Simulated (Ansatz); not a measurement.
Method: DFT PBE, scalar-relativistic, plane waves, PAW (Ansatz 0.2.0). All cells share a 420 eV cutoff and Γ-centred k meshes spaced about 0.3 Å⁻¹ or finer (0.25 for metals, 2π included). No spin polarisation.

These are static total energies at zero pressure.

Two relaxed structures of Ge2Sb2O:

A.

```cif
data_structure
_symmetry_space_group_name_H-M 'P4_2/mnm'
_symmetry_Int_Tables_number 136
_cell_length_a 6.8795
_cell_length_b 6.8795
_cell_length_c 6.2395
_cell_angle_alpha 90.000
_cell_angle_beta 90.000
_cell_angle_gamma 90.000
_cell_volume 295.30
loop_
_atom_site_label
_atom_site_type_symbol
_atom_site_symmetry_multiplicity
_atom_site_Wyckoff_symbol
_atom_site_fract_x
_atom_site_fract_y
_atom_site_fract_z
_atom_site_occupancy
Ge1 Ge 4 f 0.31496 0.31496 0.00000 1
Sb1 Sb 4 d 0.00000 0.50000 0.75000 1
O1 O 2 b 0.00000 0.00000 0.50000 1
```

B.

```cif
data_structure
_symmetry_space_group_name_H-M 'Imm2'
_symmetry_Int_Tables_number 44
_cell_length_a 4.1919
_cell_length_b 11.4178
_cell_length_c 5.8790
_cell_angle_alpha 90.000
_cell_angle_beta 90.000
_cell_angle_gamma 90.000
_cell_volume 281.38
loop_
_atom_site_label
_atom_site_type_symbol
_atom_site_symmetry_multiplicity
_atom_site_Wyckoff_symbol
_atom_site_fract_x
_atom_site_fract_y
_atom_site_fract_z
_atom_site_occupancy
Ge1 Ge 4 d 0.50000 0.14189 0.52097 1
Sb1 Sb 4 d 0.00000 0.14305 0.22485 1
O1 O 2 b 0.50000 0.00000 0.66836 1
```

Task: Which is lower in energy, and by how much?

Result: B is lower, by 117 meV/atom. A has space group P4_2/mnm (No. 136), 29.5 Å³/atom and no gap on its mesh; B has space group Imm2 (No. 44), 28.1 Å³/atom and no gap. The denser one is the lower, and pressure would at first widen the difference. In A, around Ge lie 1 O at 1.80 Å and 4 Sb at 2.96 Å; Sb is surrounded by 4 Ge at 2.96 Å, 2 Sb at 3.12 Å and 4 O at 3.78 Å; O has 2 Ge at 1.80 Å and 8 Sb at 3.78 Å. In B, around Ge lie 1 O at 1.84 Å and 3 Sb at 2.72–2.73 Å; Sb has 3 Ge at 2.72–2.73 Å; O has 2 Ge at 1.84 Å. Both come from trial cells of a structure search, whose lowest cell (P1, 28.2 Å³/atom) lies 33 meV/atom below the lower of the two.

Spin–orbit coupling, which can matter for Sb, is left out. The zero gap of Imm2 may come from the functional, which often closes small gaps, or the cell may be a true semimetal. Cells relaxed within their symmetry can be saddle points. Some structure types and database cells were kept out of the candidates from the start, so a known form may be missing.
